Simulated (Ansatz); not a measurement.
The start is a generated trial cell of Y2Ti2O7 in the pyrochlore structure type. The structure is fully relaxed (lattice and positions, P = 0) with r2SCAN (plane waves to 500 eV, PAW, scalar-relativistic; Ansatz, an electronic-structure program). The first steps use a coarse 3×3×3 k-mesh.

Initial structure:
```
CELL_PARAMETERS angstrom
      0.00000     5.04500     5.04500
      5.04500     0.00000     5.04500
      5.04500     5.04500     0.00000
ATOMIC_POSITIONS crystal
  Y  0.12500 0.12500 0.12500
  Y  0.12500 0.12500 0.62500
  Y  0.12500 0.62500 0.12500
  Y  0.62500 0.12500 0.12500
  Ti 0.62500 0.62500 0.62500
  Ti 0.62500 0.62500 0.12500
  Ti 0.62500 0.12500 0.62500
  Ti 0.12500 0.62500 0.62500
  O  0.54500 0.95500 0.95500
  O  0.95500 0.54500 0.54500
  O  0.95500 0.54500 0.95500
  O  0.54500 0.95500 0.54500
  O  0.95500 0.95500 0.54500
  O  0.54500 0.54500 0.95500
  O  0.70500 0.29500 0.70500
  O  0.29500 0.70500 0.29500
  O  0.29500 0.70500 0.70500
  O  0.70500 0.29500 0.29500
  O  0.29500 0.29500 0.70500
  O  0.70500 0.70500 0.29500
  O  0.00000 0.00000 0.00000
  O  0.25000 0.25000 0.25000
```

Task: What is the largest force in the starting geometry, and on which atom (counted from 1)?

Result: 0.05 eV/Å, on O9, O10, O11, O12, O13, O14, O15, O16 and others (atoms numbered as listed).

Task: By how much does the energy per atom fall from start to end?

Result: Under 1 meV/atom.

Task: How do the shortest distances between atoms change?

Result: The closest pairs of elements (up to four, under 3.6 Å), start → end: O–Ti 1.96 → 1.96 Å; O–Y 2.18 → 2.19 Å; O–O 2.60 → 2.61 Å; Y–Y 3.57 → 3.57 Å.

Task: What band gap does the relaxed structure have at this level?

Result: 3.28 eV, direct within 0.03 eV (at Γ) (no spin-orbit coupling).

The space group stays Fd-3m (No. 227) (the run could not lower it), with 22 atoms in the primitive cell. Final values are on a 5×5×5 k-mesh of the relaxed cell. No spin polarisation in the result.

The run could not lose the symmetry of its start.

The first start was generated by placing the elements on the sites of a structure type. A measured structure of Y2Ti2O7 has the same space group, Fd-3m (No. 227); the sites were not compared with it.
